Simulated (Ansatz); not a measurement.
An Ansatz (a program for electronic structure) run. Input:

Ansatz 0.2 input:
```yaml
crystal:
  lattice:
    - [2.5882335303, 0.0, 0.0]
    - [0.0, 2.5882335303, 0.0]
    - [0.0, 0.0, 2.5882335303]
  atoms:
    - { symbol: Be, position: [0.0, 0.0, 0.0] }
    - { symbol: Ni, position: [0.5, 0.5, 0.5] }
kpoints:
  mp_grid: { grid: [16, 16, 16] }
hamiltonian:
  xc: r2scan
  pseudopotentials: { kind: paw }
scf:
  occupations: { method: gaussian, width: 0.1 }
checkpoint: { read: metal.run }
output: { write_density: true, elf: true, volumetric_format: npy }
basis: { fft_grid_basis: typed }
```

Output (shortened):

```
Pseudopotential: Be, paw, valence charge 2
Pseudopotential: Ni, paw, valence charge 18
Functional definition: r2SCAN
Crystal: 2 atoms, lattice volume = 17.338 Å³
Basis set: ecut = 500 eV, 461 PW (Γ), exchange–correlation on 80×80×80 points (64 copies of the dense FFT grid, shifted against one another)
Bands: 18, of which v1, the nominal top of the filled ones, is band 10 counted from 1 (9 counted from 0)
Symmetry: 48 space group operations
Space group: Pm-3m (ITA 221), of the structure as read, at distance tolerance 2.6e-5 Å
k-points: 165 of 4096
Stability of the state it starts from, as read at its close in the unpolarized treatment …
iter 1 solved again at ethr=2.83e-8 eV; its pass at ethr=3.10e-3 eV (dr2=5.66e-6 eV) is discarded
SCF iter   1: F=—  HF=-5939.554475 eV  |F-HF|=—  |Δ(HF+E_count)|=         —  Δρ=2.99e-7  dr2=8.21e-12  dr2_τ=4.02e-13  ethr=2.83e-8  ⟨swp⟩=3.1  Hψ=21746  notcnv=0
preconditioner: auto → none
SCF iter   2: F=-5939.554475 eV  HF=-5939.554475 eV  |F-HF|=6.37e-11  |Δ(HF+E_count)|=   4.11e-9  Δρ=8.03e-7  dr2=7.12e-11  dr2_τ=4.26e-13  ethr=1.00e-12  ⟨swp⟩=6.5  Hψ=12206  notcnv=0
SCF 1 converged in 2 iterations: F = -5939.554475 eV  dr2 = 7.12e-11
SCF converged after 2 iterations
Free energy (F): -5939.554475 eV
Harris-Foulkes:  -5939.554475 eV  (|F-HF|=6.37e-11)
Internal energy: -5939.549858 eV  (E = F + TS)
E sigma→0 (E₀):  -5939.552167 eV
Entropy (-TS):   -0.004618 eV (-2.309 meV/atom)
Fermi energy:    15.178178 eV
--- Per-component energies (eV) ---
  E_band       = -349.496277
  E_kinetic    = 305.667303
  E_local      = -4064.770768  (includes V_loc(G=0)·N_el)
  E_nonlocal   = 643.407312
  E_hartree    = 1729.945652
  E_xc         = -99.011100
  E_vxc        = -141.811780  (∫ρ·V_xc dr)
  E_paw        = -1705.068361  (= ΣΔE_a)
  E_vpaw       = -561.996602  (= ΣTr[D̂ρ^β])
  E_aug_tail   = 0.000263  (compensation charges beyond the density's cutoff)
  E_vtau       = 10.115981  (kinetic-family band-sum trace: ∫τ·v_τ [+ j·A + Jᵃ·Aᵃ] dr)
  E_ewald      = -2749.408062
  E_core_change = -0.312096  (= ΣΔE_core)
  E_smearing   = -0.004618  (= −TS)
  E_closure    =  0.000000  (closes the sum)
  Σ components = -5939.554475   (vs F -5939.554475, Δ=0.00e0)
  [band-id]    e_kinetic+e_local+e_nonlocal+2·e_hartree+e_vxc+e_vpaw+e_augmentation_tail+e_vtau = -349.496988   (vs E_band -349.496277, Δ=-7.10e-4)
--- Band table (eV; the first three rows and the last of 165) ---
  k-point 0: bands = ["-92.1436", "-51.0215", "-51.0215", "-51.0215", "3.9741", "11.3920", "11.3920", "13.6887", "13.6887", "13.6887", "22.6740", "22.6740", "22.6740", "29.8565", "29.8565", "37.3704", "45.3350", "45.3350"]
  k-point 1: bands = ["-92.1434", "-51.0247", "-51.0213", "-51.0213", "4.0587", "11.3995", "11.4092", "13.6402", "13.6402", "13.6921", "22.1021", "22.8066", "22.8066", "29.8767", "30.4778", "37.3916", "44.4295", "44.4295"]
  k-point 2: bands = ["-92.1426", "-51.0337", "-51.0205", "-51.0205", "4.3105", "11.4134", "11.4582", "13.5065", "13.5065", "13.7017", "20.8039", "23.1924", "23.1924", "29.9370", "31.8726", "37.4783", "42.4140", "42.4140"]
  k-point 164: bands = ["-92.1224", "-51.0870", "-51.0870", "-51.0870", "10.1869", "10.1869", "10.1869", "14.4726", "14.4726", "21.0386", "21.0386", "21.0386", "21.5402", "21.5402", "21.5402", "24.2324", "29.8834", "54.3366"]
```

Cost: roughly 5 core-seconds on shared cores.

The workflow started from a Materials Project entry (that database holds measured and hypothetical structures alike); the Crystallography Open Database copy checked does not list it. With Be and Ni taken as one species the cell has the higher symmetry Im-3m, so it may be an ordered model of a mixed-site phase. Whether it is the stable phase at ambient conditions was not checked. The r²SCAN relaxation kept the symmetry of its start; of distortions, only those at the zone centre were tested. No spin polarisation was allowed.

Potentials: the later of the program's two PAW sets.

Ansatz is a plane-wave DFT program.
